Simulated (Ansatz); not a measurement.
CuI (zinc blende, F-43m), plane-wave PAW LDA (Ansatz code). The conduction-band minimum lies at Γ, with 1 equivalent valley. Second derivatives d²E/dk² of the lowest band at one valley (eV·Å²), along Cartesian directions:

| direction | d²E/dk² |
|---|---|
| [100] | 55.52 |
| [010] | 55.52 |
| [001] | 55.52 |
| [110] | 55.46 |
| [101] | 55.46 |
| [011] | 55.46 |

**Question.** Find the principal effective masses, the density-of-states mass and the conductivity mass.

**Answer.** Off-diagonal terms follow from H_xy = H[110] − (H_xx + H_yy)/2, and m*/mₑ = 7.620 eV·Å² over each eigenvalue: 0.14, 0.14, 0.14. One valley's DOS mass (m₁m₂m₃)^(1/3) = 0.14, conductivity mass 3/(Σ 1/mᵢ) = 0.14 mₑ.

**Question.** What effective density of states Nc follows at 300 K for parabolic valleys?

**Answer.** Nc = 2.509e19 × 1 × (0.14)^(3/2) ≈ 1.3e18 cm⁻³.

**Question.** With the computed static dielectric constant 7.71 (mean of the diagonal), estimate a hydrogenic donor's binding energy and radius.

**Answer.** E = 13.606 eV × 0.14/7.71² ≈ 32 meV; a = 0.529 Å × ε/m* ≈ 29 Å. Semilocal masses tend to be too small where the gap is.

**Question.** With ε∞ = 6.83 and ω_LO = 165 cm⁻¹, what Fröhlich coupling constant follows?

**Answer.** α = (1/ε∞ − 1/ε0) √(m* × 13.606 eV/ħω_LO) = 0.16.

The cell was relaxed with LDA under the symmetry of its start; phonons on a q-mesh show no instability. The run is not spin-polarised. The volume moved by -17 % from the start of the relaxation. Spin–orbit coupling is left out wherever it is not named.

Potentials: the later of the program's two PAW sets.
